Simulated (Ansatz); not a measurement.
Theory: DFT PBE, scalar-relativistic, plane waves, PAW (Ansatz 0.2.0). Settings: cutoff 420 eV, Γ-centred meshes spaced at most about 0.3 Å⁻¹, and about 0.25 Å⁻¹ or finer for metals (2π included), Gaussian smearing. No spin polarisation in the final relaxations.

These are static total energies at zero pressure. All come from trial cells, and lower structures may exist.

Question: Order these relaxed structures of Sn₂Te₃Pt by energy, lowest first, with the energy over the lowest of them.
A.

Space group P4/mmm (No. 123). a = 3.670 Å, b = 3.670 Å, c = 11.530 Å, α = 90.00°, β = 90.00°, γ = 90.00°
| atom | site | symmetry | x | y | z |
| --- | --- | --- | --- | --- | --- |
| Sn | 2h | 4mm | 0.5000 | 0.5000 | 0.3234 |
| Te | 2g | 4mm | 0.0000 | 0.0000 | 0.8680 |
| Te | 1b | 4/mmm | 0.0000 | 0.0000 | 0.5000 |
| Pt | 1c | 4/mmm | 0.5000 | 0.5000 | 0.0000 |

B.

Space group P4/mmm (No. 123). a = 5.836 Å, b = 5.836 Å, c = 5.667 Å, α = 90.00°, β = 90.00°, γ = 90.00°
```json
{"atom": "Sn", "site": "2e", "symmetry": "mmm.", "x": "0.0000", "y": "0.5000", "z": "0.5000"}
{"atom": "Te", "site": "1b", "symmetry": "4/mmm", "x": "0.0000", "y": "0.0000", "z": "0.5000"}
{"atom": "Te", "site": "1c", "symmetry": "4/mmm", "x": "0.5000", "y": "0.5000", "z": "0.0000"}
{"atom": "Te", "site": "1a", "symmetry": "4/mmm", "x": "0.0000", "y": "0.0000", "z": "0.0000"}
{"atom": "Pt", "site": "1d", "symmetry": "4/mmm", "x": "0.5000", "y": "0.5000", "z": "0.5000"}
```

C.

Space group R-3m:H (No. 166). a = 7.684 Å, b = 7.684 Å, c = 10.482 Å, α = 90.00°, β = 90.00°, γ = 120.00°
```json
{"atom": "Sn", "site": "6c", "symmetry": "3m", "x": "0.3333", "y": "0.6667", "z": "0.3126"}
{"atom": "Te", "site": "9d", "symmetry": ".2/m", "x": "0.8333", "y": "0.1667", "z": "0.1667"}
{"atom": "Pt", "site": "3a", "symmetry": "-3m", "x": "0.0000", "y": "0.0000", "z": "0.0000"}
```

D.

Space group P6/mmm (No. 191). a = 5.788 Å, b = 5.788 Å, c = 6.349 Å, α = 90.00°, β = 90.00°, γ = 120.00°
```
atom  site  symmetry       x       y       z
  Sn    2c      -6m2  0.6667  0.3333  0.0000
  Te    3g       mmm  0.0000  0.5000  0.5000
  Pt    1a     6/mmm  0.0000  0.0000  0.0000
```

Answer: C (0 meV/atom), A (107 meV/atom), B (197 meV/atom), D (481 meV/atom). Forms: C R-3m; A Sn and Pt ordered on caesium chloride sites, P4/mmm; B P4/mmm; D P6/mmm. Counting Te atoms around Pt and Sn (those within 1.25 times the shortest such distance or 1.15 times the sum of covalent radii; the shortest distance is added where it exceeds 1.18 times the sum of covalent radii): C has Sn 3, Pt 6; A has Sn 8 from 3.3 Å, Pt 8; B has Sn 2, Pt 2; D has Sn 6 from 3.6 Å, Pt 12 from 4.3 Å. B holds Te–Te chains (shortest 2.83 Å); D holds Te–Te nets (shortest 2.89 Å) (bonds between like non-metal atoms; other contacts aren't counted).

These runs have no spin–orbit coupling, which can matter for Pt and Te. Cells relaxed within their symmetry can be saddle points. Some candidate types were left out of the draw beforehand, so a known form may be missing.
